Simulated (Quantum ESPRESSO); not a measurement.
# Kohn-Sham bands of KCl (rock salt)

```xyz
2
Lattice="0.0000 3.1419 3.1419 3.1419 0.0000 3.1419 3.1419 3.1419 0.0000" Properties=species:S:1:pos:R:3 pbc="T T T"
K      0.0000     0.0000     0.0000
Cl     3.1419     3.1419     3.1419
```

Structure: Materials Project mp-23193, symmetrised, not relaxed again. COD (Crystallography Open Database) has the formula in 2 space groups, this one among them (matched by group alone). Level: PBEsol, no spin polarisation, no spin-orbit coupling; pw.x of Quantum ESPRESSO at 60 Ry with PseudoDojo potentials, 8×8×8 k-points, Wannier90. Density: 8×8×8 mesh, cold smearing 0.01 Ry.

Energies are relative to the valence-band maximum; weights are on the orthonormalised atomic waves of the pseudopotential files, averaged over the group. 16 electrons a cell are treated as valence.

```tsv
bands	from (eV)	to (eV)	filling	weight on atomic waves
1	-27.03	-27.02	filled	?
2	-12.28	-11.99	filled	?
3–5	-10.71	-10.32	filled	?
6–8	-1.09	0.00	filled	?
```

Question: Which atomic shells make up each group?

Answer: 
- 1, weight on atomic waves: K 3s 99 %
- 2, weight on atomic waves: Cl 3s 85 %, K 3p 9 %, K 4s 6 %
- 3–5, weight on atomic waves: K 3p 96 %
- 6–8, weight on atomic waves: Cl 3p 96 %

The Kohn-Sham gap over both meshes and the path is 5.04 eV.
